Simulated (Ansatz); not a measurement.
Given:

GePt:
```xyz
2
Lattice="3.1425 0.0000 0.0000 0.0000 3.1425 0.0000 0.0000 0.0000 3.1425" Properties=species:S:1:pos:R:3 pbc="T T T"
Pt     0.0000     0.0000     0.0000
Ge     1.5712     1.5712     1.5712
```

This is the PBEsol-relaxed structure.

Task: All from PBEsol (plane waves, PAW; program Ansatz), unless another level is named. Estimate the highest zone-centre frequency.

Result: 2.66 THz.

Task: What about the bulk modulus (Birch–Murnaghan fit)?

Result: 171 GPa.

Task: Next, the elastic constants (relaxed ions, GPa)?

Result: C11 = 186, C12 = 156, C44 = 14.0.

Space group Pm-3m (CsCl type). A made-up cell: these elements were put on the sites of a structure type; neither database checked (COD, Materials Project) lists it. COD files the formula under space group No. 62. Its standing as an ambient phase is unchecked. The PBEsol relaxation kept the symmetry of its start; whether a distortion lowers the energy is not shown. No spin polarisation was allowed. As this level gives no gap, shear constants depend on the k-mesh and smearing (Fermi–Dirac, 0.1 eV here). As this level gives no gap, phonon frequencies hold no LO–TO term and depend on the k-mesh and smearing (Fermi–Dirac, 0.1 eV here). Scalar-relativistic: spin–orbit coupling is off unless named, which matters more the heavier the elements.

Potentials: the earlier of the program's two PAW sets. The files were generated under PBE; for other functionals the program regenerates the frozen cores, and for LDA and PBEsol the local potential too.
